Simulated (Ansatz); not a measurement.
P$_{2}$W in space group Cmc2_1 (No. 36; P on 4a, P on 4a, W on 4a) under volume change, PBEsol (plane waves, PAW; program Ansatz), shape and atoms relaxed at each volume.

```json
[
 {"V (Å³/atom)": "13.173", "E − E(relaxed) (meV/atom)": "86.2", "P (GPa)": "22.85"},
 {"V (Å³/atom)": "13.607", "E − E(relaxed) (meV/atom)": "36.4", "P (GPa)": "14.12"},
 {"V (Å³/atom)": "14.041", "E − E(relaxed) (meV/atom)": "?", "P (GPa)": "?"},
 {"V (Å³/atom)": "14.475", "E − E(relaxed) (meV/atom)": "0.0", "P (GPa)": "0.00"},
 {"V (Å³/atom)": "14.910", "E − E(relaxed) (meV/atom)": "?", "P (GPa)": "?"},
 {"V (Å³/atom)": "15.344", "E − E(relaxed) (meV/atom)": "29.8", "P (GPa)": "-10.45"},
 {"V (Å³/atom)": "15.778", "E − E(relaxed) (meV/atom)": "63.8", "P (GPa)": "-14.55"}
]
```

Task: Some entries are withheld; supply them.

Result: 
- 14.041, E − E(relaxed) (meV/atom): 8.7
- 14.041, P (GPa): 6.54
- 14.910, E − E(relaxed) (meV/atom): 7.8
- 14.910, P (GPa): -5.63

Task: What does a third-order Birch–Murnaghan fit give for V₀, B₀ and B′?

Result: V₀ = 14.48 Å³/atom, B₀ = 201 GPa, B′ = 4.0.

The workflow started from a Materials Project entry (that database holds measured and hypothetical structures alike); the Crystallography Open Database files this formula in space group No. 36, but the cells were not matched. Whether it is the stable phase at ambient conditions was not checked. The cell was relaxed with PBEsol under the symmetry of its start; of distortions, only those at the zone centre were tested. No spin polarisation was allowed. Scalar-relativistic: spin–orbit coupling is off unless named, which matters more the heavier the elements.

Potentials: the later of the program's two PAW sets.
